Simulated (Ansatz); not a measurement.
B₂O₃:
```
B2O3
1.0
    4.34890     0.00000     0.00000
   -2.17445     3.76626     0.00000
    0.00000     0.00000     8.37062
B O
6 9
Direct
  0.76769   0.60156   0.77479
  0.39844   0.16613   0.10812
  0.83387   0.23231   0.44146
  0.60156   0.76769   0.22521
  0.16613   0.39844   0.89188
  0.23231   0.83387   0.55854
  0.14697   0.54914   0.46027
  0.45086   0.59784   0.79361
  0.40216   0.85303   0.12694
  0.54914   0.14697   0.53973
  0.59784   0.45086   0.20639
  0.85303   0.40216   0.87306
  0.00000   0.84084   0.66667
  0.15916   0.15916   0.00000
  0.84084   0.00000   0.33333
```

x, y and z are the axes in which the lattice vectors are written.

Give the high-frequency dielectric tensor and the Born effective charge tensors of the independent atoms from DFPT, the program Ansatz at the PBEsol level (PAW).


ε∞:
```
2.90  0.00  0.00
0.00  2.90  0.00
0.00  0.00  2.85
```
Z* of atom 1 (B), rows: field, columns: displacement, in e:
```
 3.20  -0.08   0.10
 0.17   1.92  -0.41
-0.33  -0.84   2.31
```
Z* of atom 7 (O), rows: field, columns: displacement, in e:
```
-1.09  -0.56   0.03
-0.47  -2.52  -0.56
 0.15  -0.73  -1.36
```
Z* of atom 13 (O), rows: field, columns: displacement, in e:
```
-1.67  -0.28   0.60
-0.28  -1.34   0.34
 0.96   0.55  -1.90
```

Space group P3_121. The workflow started from a Materials Project entry (that database holds measured and hypothetical structures alike); the Crystallography Open Database files this formula in space group No. 152, but the cells were not matched. Its standing as an ambient phase is unchecked. The PBEsol relaxation kept the symmetry of its start; whether a distortion lowers the energy is not shown.

Potentials: the later of the program's two PAW sets.
